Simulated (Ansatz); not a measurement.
Input for Ansatz (plane-wave DFT, PAW):

```yaml
crystal:
  lattice:
    - [3.9490080352, 0.0, 0.0]
    - [0.0, 3.9490080352, 0.0]
    - [0.0, 0.0, 3.9490080352]
  atoms:
    - { symbol: Mn, position: [0.0, 0.0, 0.0], spin: 4.07 }
    - { symbol: Pt, position: [0.0, 0.5, 0.5], spin: 0.17 }
    - { symbol: Pt, position: [0.5, 0.0, 0.5], spin: 0.17 }
    - { symbol: Pt, position: [0.5, 0.5, 0.0], spin: 0.17 }
basis:
  ecutwfc: 420
kpoints:
  mp_grid: { grid: [12, 12, 12] }
hamiltonian:
  xc: pbesol
scf:
  occupations: { method: gaussian, width: 0.1 }
output:
  forces: true
  stress: true
  eigenvalues: true
  populations: true
magnetization:
  spin_polarized: true
```

Run as
```bash
ansatz run input.yaml --threads 1 --pin off --max-ram 2560MiB --backend cpu --events-out ev --progress --plain --runs-dir out
```

The calculation used DFT PBEsol, scalar-relativistic, plane waves, PAW in Ansatz 0.2.0.

Part of what the program printed, abridged (final results; tables in files aren't shown):

```
SCF 1 converged in 11 iterations: F = -41021.325347 eV  dr2 = 3.42e-8
SCF converged after 11 iterations
Magnetization: 4.2154 μB (36.6077 up, 32.3923 down)
Absolute magnetization: 4.4480 μB (∫|ρ↑−ρ↓|, with the PAW one-centre terms)
Spin contamination: 0.2359 ħ² per cell (⟨S²⟩ above its minimum at these occupations)
Per-site moments (μB) at R_I (Å): [(3.80438205, 1.15185277), (0.13270987, 1.15185277), (0.13270987, 1.15185277), (0.13270987, 1.15185277)]
Free energy (F): -41021.325347 eV
Harris-Foulkes:  -41021.325347 eV  (|F-HF|=3.23e-8)
Internal energy: -41021.308747 eV  (E = F + TS)
E sigma→0 (E₀):  -41021.317047 eV
Entropy (-TS):   -0.016600 eV (-4.150 meV/atom)
Fermi energy:    20.238207 eV
--- Per-component energies (eV) ---
  E_band       = -701.736013
  E_kinetic    = 2209.895575
  E_local      = -6451.560219  (includes V_loc(G=0)·N_el)
  E_nonlocal   = 856.174813
  E_hartree    = 2453.888014
  E_xc         = -891.369408
  E_vxc        = -1048.940045  (∫ρ·V_xc dr)
  E_paw        = -29222.188929  (= ΣΔE_a)
  E_vpaw       = -1175.084704  (= ΣTr[D̂ρ^β])
  E_aug_tail   = 0.000583  (compensation charges beyond the density's cutoff)
  E_ewald      = -9977.179770
  E_core_change = 1.030594  (= ΣΔE_core)
  E_smearing   = -0.016600  (= −TS)
--- Forces (eV/Å), atoms counted from 1 ---
  atom   1  Mn     0.00000000     0.00000000     0.00000000
  atom   2  Pt     0.00000000     0.00000000     0.00000000
  atom   3  Pt     0.00000000     0.00000000     0.00000000
  atom   4  Pt     0.00000000     0.00000000     0.00000000
--- Stress (GPa, compression-positive) ---
      -12.590295       0.000000       0.000000
        0.000000     -12.590295       0.000000
        0.000000       0.000000     -12.590295
  P = ⅓ Tr σ = -12.5903 GPa (-125.903 kbar)
--- Band table (eV; the first three rows and the last of 168) ---
  k-point 0 ↑: bands = ["-78.1629", "-78.1330", "-78.1330", "-60.4711", "-32.4895", "-32.4895", "-32.4895", "-32.2796", "-32.2796", "-32.2796", "-32.1938", "-32.1938", "-32.1938", "-29.3266", "-29.3266", "-29.3266", "10.7843", "13.6404", "14.1936", "14.1936", "14.4073", "14.4073", "14.4073", "17.0629", "17.0629", "17.0629", "18.7021", "18.7021", "19.8601", "19.8601", "20.0202", "20.0202", "20.0202", "20.3416", "20.7727", "20.7727", "20.7727", "21.9884", "21.9884", "21.9884", "28.2183", "28.2183", "29.9106", "31.0695", "31.0695"]
  k-point 1 ↑: bands = ["-78.1624", "-78.1335", "-78.1330", "-60.4711", "-32.4867", "-32.4867", "-32.4847", "-32.2803", "-32.2803", "-32.2797", "-32.1989", "-32.1958", "-32.1958", "-29.3269", "-29.3267", "-29.3267", "10.8717", "13.6961", "14.2191", "14.2623", "14.4391", "14.4574", "14.4574", "17.0139", "17.0981", "17.0981", "18.6535", "18.7197", "19.7672", "19.7672", "19.7785", "19.8293", "20.0191", "20.2669", "20.4398", "20.4398", "20.7729", "21.5470", "22.5344", "22.5344", "28.1688", "28.4289", "30.0483", "31.1157", "31.1157"]
  k-point 2 ↑: bands = ["-78.1611", "-78.1348", "-78.1330", "-60.4711", "-32.4787", "-32.4787", "-32.4707", "-32.2828", "-32.2828", "-32.2803", "-32.2139", "-32.2013", "-32.2013", "-29.3280", "-29.3271", "-29.3271", "11.1298", "13.8537", "14.2875", "14.4622", "14.5323", "14.6071", "14.6071", "16.8740", "17.2020", "17.2020", "18.5118", "18.7709", "19.0983", "19.0983", "19.5469", "19.7194", "20.0162", "20.0453", "20.0453", "20.0695", "20.5407", "20.7735", "23.4992", "23.4992", "28.0316", "28.3919", "31.0019", "31.0019", "31.0175"]
  k-point 83 ↓: bands = ["-78.0515", "-78.0515", "-78.0515", "-56.3718", "-32.5062", "-32.3184", "-32.3184", "-32.3184", "-32.1319", "-32.1319", "-32.0653", "-32.0653", "-32.0653", "-25.3057", "-25.3057", "-25.3057", "13.9129", "13.9129", "13.9129", "14.0910", "16.6873", "16.6873", "16.6873", "17.6563", "17.6563", "17.6563", "18.3677", "18.3677", "19.9333", "19.9947", "19.9947", "19.9947", "20.4723", "20.4723", "20.4723", "22.1782", "22.1782", "22.1782", "22.5876", "22.5876", "25.9179", "25.9179", "25.9179", "28.1977", "35.0279"]
--- Löwdin populations: 4 sites ---
  site symbol q [e]    m [muB]
     0     Mn     14.4367     3.9045
     1     Pt     17.9660     0.1249
     2     Pt     17.9660     0.1249
     3     Pt     17.9660     0.1249
  spilling = 0.009640 (of n_electrons = 69.000000)
```

The run converged.

The run took 22 s on 1 thread of Oxide Virtual Turin-like Processor (Zen 5), with other jobs on the host, peak memory 0.64 GiB.

Spin-orbit coupling is left out, which matters for the bands of heavy elements. Only parallel moments were tried here.